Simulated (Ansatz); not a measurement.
ScPd:
```xyz
2
Lattice="3.2667 0.0000 0.0000 0.0000 3.2667 0.0000 0.0000 0.0000 3.2667" Properties=species:S:1:pos:R:3 pbc="T T T"
Sc     1.6333     1.6333     1.6333
Pd     0.0000     0.0000     0.0000
```

Relaxed with PBEsol. Special points in fractions of this cell's reciprocal vectors: Γ (0.000, 0.000, 0.000); X (0.000, 0.500, 0.000); M (0.500, 0.500, 0.000); R (0.500, 0.500, 0.500).

Q: List the band energies nearest the Fermi level at these points for the program Ansatz at the PBEsol level (PAW).

A: In eV from the Fermi level; about four levels below and three above (degenerate sets whole), none deeper than 8.9 eV; points with the same levels are listed once.

```json
[
 {"k": "Γ", "below": "-4.87 -4.87 -2.97 -2.97 -2.97", "above": "1.12 1.12 3.28 3.28 3.28"},
 {"k": "X", "below": "-3.14 -2.69 -0.78 -0.06", "above": "1.28 1.28 2.76"},
 {"k": "M", "below": "-3.78 -3.78 -2.08 -0.63", "above": "0.55 0.55 1.61"},
 {"k": "R", "below": "-2.04 -2.04 -1.24 -1.24 -1.24", "above": "3.68 3.68 5.63"}
]
```

Space group Pm-3m (CsCl type). The first step of the workflow began from a Materials Project structure, measured or hypothetical; the Crystallography Open Database files this formula in space group No. 221, but the cells were not matched. Whether it is the stable phase at ambient conditions was not checked. The cell was relaxed with PBEsol under the symmetry of its start; of distortions, only those at the zone centre were tested. The run is not spin-polarised. Scalar-relativistic: spin–orbit coupling is off unless named, which matters more the heavier the elements.

Potentials: the later of the program's two PAW sets.
